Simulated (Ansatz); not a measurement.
Input, command and steps of an Ansatz relaxation.

```yaml
crystal:
  lattice:
    - [7.2538300517, 0.0, 0.0]
    - [-3.6269150259, 6.2820010995, 0.0]
    - [0.0, 0.0, 4.9501902603]
  atoms:
    - { symbol: Ti, position: [0.3333333333, 0.6666666667, 0.0] }
    - { symbol: Ti, position: [0.6666666667, 0.3333333333, 0.5] }
    - { symbol: Ti, position: [0.6666666667, 0.3333333333, 0.0] }
    - { symbol: Ti, position: [0.3333333333, 0.6666666667, 0.5] }
    - { symbol: Ti, position: [0.2462902181, 0.0, 0.25] }
    - { symbol: Ti, position: [0.2462902181, 0.2462902181, 0.75] }
    - { symbol: Ti, position: [0.0, 0.2462902181, 0.25] }
    - { symbol: Ti, position: [0.7537097819, 0.0, 0.75] }
    - { symbol: Ti, position: [0.7537097819, 0.7537097819, 0.25] }
    - { symbol: Ti, position: [0.0, 0.7537097819, 0.75] }
    - { symbol: Ge, position: [0.608585339, 0.0, 0.25] }
    - { symbol: Ge, position: [0.608585339, 0.608585339, 0.75] }
    - { symbol: Ge, position: [0.0, 0.608585339, 0.25] }
    - { symbol: Ge, position: [0.391414661, 0.0, 0.75] }
    - { symbol: Ge, position: [0.391414661, 0.391414661, 0.25] }
    - { symbol: Ge, position: [0.0, 0.391414661, 0.75] }
basis:
  ecutwfc: 500
kpoints:
  mp_grid: { grid: [6, 6, 8] }
hamiltonian:
  xc: r2scan
scf:
  occupations: { method: gaussian, width: 0.1 }
output:
  forces: true
  stress: true
  eigenvalues: true
relax:
  adjacent_minimum: "off"
  f_tol: 0.01
  max_steps: 30
  cell: { stress_tol: 0.1, fix: [volume] }
```

```bash
ansatz run input.yaml --threads 4 --pin off --max-ram 10240MiB --backend cpu --events-out ev --progress --plain --runs-dir out
```

The calculation used Ansatz 0.2.0, DFT r2SCAN, scalar-relativistic, plane waves, PAW.

The volume is held at 0.88 times that of the relaxed cell.

Of 5 frames 4 are shown, positions in Å and forces in eV/Å; the SCF threshold varies from step to step. Steps run on the plane waves of an earlier cell, with a Pulay correction in the pressure. The basis is chosen afresh for the last frame, the zero of the energies, and at times for earlier ones too; energy and pressure can step there, also at an unchanged geometry. Where two frames share a geometry here, they differ by under 2 meV/atom and 0.3 GPa.

```xyz
16
Lattice="7.2538 0.0000 0.0000 -3.6269 6.2820 0.0000 0.0000 0.0000 4.9502" Properties=species:S:1:pos:R:3:forces:R:3 pbc="T T T" step=1 free_energy_over_end_meV_per_atom=0.34 pressure_GPa=23.38
Ti    0.0000    4.1880    0.0000    0.0000    0.0000    0.0000
Ti    3.6269    2.0940    2.4751    0.0000    0.0000    0.0000
Ti    3.6269    2.0940    0.0000    0.0000    0.0000    0.0000
Ti    0.0000    4.1880    2.4751    0.0000    0.0000    0.0000
Ti    1.7865    0.0000    1.2375   -0.0998    0.0000    0.0000
Ti    0.8933    1.5472    3.7126   -0.0499   -0.0865    0.0000
Ti   -0.8933    1.5472    1.2375    0.0499   -0.0865    0.0000
Ti    5.4673    0.0000    3.7126    0.0998    0.0000    0.0000
Ti    2.7336    4.7348    1.2375    0.0499    0.0865    0.0000
Ti   -2.7336    4.7348    3.7126   -0.0499    0.0865    0.0000
Ge    4.4146    0.0000    1.2375   -0.0365    0.0000    0.0000
Ge    2.2073    3.8231    3.7126   -0.0182   -0.0316    0.0000
Ge   -2.2073    3.8231    1.2375    0.0182   -0.0316    0.0000
Ge    2.8393    0.0000    3.7126    0.0365    0.0000    0.0000
Ge    1.4196    2.4589    1.2375    0.0182    0.0316    0.0000
Ge   -1.4196    2.4589    3.7126   -0.0182    0.0316    0.0000
16
Lattice="7.2626 0.0000 0.0000 -3.6313 6.2896 0.0000 0.0000 0.0000 4.9383" Properties=species:S:1:pos:R:3:forces:R:3 pbc="T T T" step=2 free_energy_over_end_meV_per_atom=0.08 pressure_GPa=23.09
Ti    0.0000    4.1930    0.0000    0.0000    0.0000    0.0000
Ti    3.6313    2.0965    2.4692    0.0000    0.0000    0.0000
Ti    3.6313    2.0965    0.0000    0.0000    0.0000    0.0000
Ti    0.0000    4.1930    2.4692    0.0000    0.0000    0.0000
Ti    1.7727    0.0000    1.2346    0.0676    0.0000    0.0000
Ti    0.8863    1.5352    3.7037    0.0338    0.0585    0.0000
Ti   -0.8863    1.5352    1.2346   -0.0338    0.0585    0.0000
Ti    5.4899    0.0000    3.7037   -0.0676    0.0000    0.0000
Ti    2.7449    4.7544    1.2346   -0.0338   -0.0585    0.0000
Ti   -2.7449    4.7544    3.7037    0.0338   -0.0585    0.0000
Ge    4.4155    0.0000    1.2346   -0.0496    0.0000    0.0000
Ge    2.2077    3.8239    3.7037   -0.0248   -0.0430    0.0000
Ge   -2.2077    3.8239    1.2346    0.0248   -0.0430    0.0000
Ge    2.8471    0.0000    3.7037    0.0496    0.0000    0.0000
Ge    1.4235    2.4656    1.2346    0.0248    0.0430    0.0000
Ge   -1.4235    2.4656    3.7037   -0.0248    0.0430    0.0000
16
Lattice="7.2616 0.0000 0.0000 -3.6308 6.2887 0.0000 0.0000 0.0000 4.9396" Properties=species:S:1:pos:R:3:forces:R:3 pbc="T T T" step=3 free_energy_over_end_meV_per_atom=0.01 pressure_GPa=23.16
Ti    0.0000    4.1925    0.0000    0.0000    0.0000    0.0000
Ti    3.6308    2.0962    2.4698    0.0000    0.0000    0.0000
Ti    3.6308    2.0962    0.0000    0.0000    0.0000    0.0000
Ti    0.0000    4.1925    2.4698    0.0000    0.0000    0.0000
Ti    1.7774    0.0000    1.2349    0.0046    0.0000    0.0000
Ti    0.8887    1.5393    3.7047    0.0023    0.0040    0.0000
Ti   -0.8887    1.5393    1.2349   -0.0023    0.0040    0.0000
Ti    5.4842    0.0000    3.7047   -0.0046    0.0000    0.0000
Ti    2.7421    4.7495    1.2349   -0.0023   -0.0040    0.0000
Ti   -2.7421    4.7495    3.7047    0.0023   -0.0040    0.0000
Ge    4.4146    0.0000    1.2349   -0.0179    0.0000    0.0000
Ge    2.2073    3.8231    3.7047   -0.0090   -0.0155    0.0000
Ge   -2.2073    3.8231    1.2349    0.0090   -0.0155    0.0000
Ge    2.8471    0.0000    3.7047    0.0179    0.0000    0.0000
Ge    1.4235    2.4656    1.2349    0.0090    0.0155    0.0000
Ge   -1.4235    2.4656    3.7047   -0.0090    0.0155    0.0000
16
Lattice="7.2615 0.0000 0.0000 -3.6308 6.2887 0.0000 0.0000 0.0000 4.9397" Properties=species:S:1:pos:R:3:forces:R:3 pbc="T T T" step=5 free_energy_over_end_meV_per_atom=0.00 pressure_GPa=23.15
Ti    0.0000    4.1925    0.0000    0.0000    0.0000    0.0000
Ti    3.6308    2.0962    2.4698    0.0000    0.0000    0.0000
Ti    3.6308    2.0962    0.0000    0.0000    0.0000    0.0000
Ti    0.0000    4.1925    2.4698    0.0000    0.0000    0.0000
Ti    1.7775    0.0000    1.2349   -0.0006    0.0000    0.0000
Ti    0.8887    1.5393    3.7048   -0.0003   -0.0005    0.0000
Ti   -0.8887    1.5393    1.2349    0.0003   -0.0005    0.0000
Ti    5.4841    0.0000    3.7048    0.0006    0.0000    0.0000
Ti    2.7420    4.7494    1.2349    0.0003    0.0005    0.0000
Ti   -2.7420    4.7494    3.7048   -0.0003    0.0005    0.0000
Ge    4.4138    0.0000    1.2349   -0.0062    0.0000    0.0000
Ge    2.2069    3.8225    3.7048   -0.0031   -0.0054    0.0000
Ge   -2.2069    3.8225    1.2349    0.0031   -0.0054    0.0000
Ge    2.8477    0.0000    3.7048    0.0062    0.0000    0.0000
Ge    1.4239    2.4662    1.2349    0.0031    0.0054    0.0000
Ge   -1.4239    2.4662    3.7048   -0.0031    0.0054    0.0000
```

Time: 120 s on 4 threads of Oxide Virtual Turin-like Processor (Zen 5), on a shared host, peak memory 2.2 GiB.